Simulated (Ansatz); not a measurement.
Space group Pmmm (No. 47). a = 3.013 Å, b = 5.774 Å, c = 7.097 Å, α = 90.00°, β = 90.00°, γ = 90.00°
```tsv
atom	site	symmetry	x	y	z
Sn	2r	mm2	0.0000	0.5000	0.2010
Sn	1d	mmm	0.5000	0.0000	0.5000
O	4v	m..	0.5000	0.7270	0.2803
```

Equation of state of this Sn$_{3}$O$_{4}$ structure (not necessarily the ground state), with shape and atoms relaxed at each volume where symmetry leaves them free. It has no gap at any of these volumes. Computed with DFT PBEsol, scalar-relativistic, plane waves, PAW in Ansatz.

Settings: cutoff 420 eV, Γ-centred mesh 6×6×6 on the computed 14-atom cell, Gaussian smearing of 0.10 eV; no spin polarisation.

```tsv
V (Å³/atom)	E − E(largest V) (meV/atom)	P (GPa)
15.522	51.14	15.57
16.051	8.04	10.66
16.580	-20.08	6.48
17.109	-35.52	2.96
17.639	-40.29	0.01
18.168	-36.14	-2.45
18.697	-24.57	-4.48
19.402	0.00	-6.58
```

Task: Fit a third-order Birch–Murnaghan equation to E(V).

Result: V0 = 17.64 Å³/atom, B0 = 89 GPa, B0' = 5.0.